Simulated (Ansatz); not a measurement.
Given:

TePt:
Space group P6₃/mmc (No. 194); a = 4.241 Å, b = 4.241 Å, c = 5.624 Å, α = 90.00°, β = 90.00°, γ = 120.00°

```json
[
 {"atom": "Pt", "site": "2a", "symmetry": "-3m.", "x": "0.0000", "y": "0.0000", "z": "0.0000"},
 {"atom": "Te", "site": "2c", "symmetry": "-6m2", "x": "0.3333", "y": "0.6667", "z": "0.2500"}
]
```

This is the r²SCAN-relaxed structure.

All from r²SCAN in the plane-wave PAW code Ansatz, unless another level is named. Give the electronic character.

metallic (no gap).

And the density of states at the Fermi level?

0.56 states/eV per atom (mean over ±0.08 eV).

Predict the formation energy from the elements (no fitted shifts).

-0.19 eV/atom.

What about the gap with spin–orbit coupling?

none (metallic).

Space group P6_3/mmc (NiAs type). The workflow started from an entry of the Crystallography Open Database (COD), which files this formula under 2 space groups. Whether it is the stable phase at ambient conditions was not checked. The r²SCAN relaxation kept the symmetry of its start; whether a distortion lowers the energy is not shown. No spin polarisation was allowed. The references are the lowest solids computed at this level, not always the standard phases. Spin–orbit coupling is left out wherever it is not named.

Potentials: the later of the program's two PAW sets.
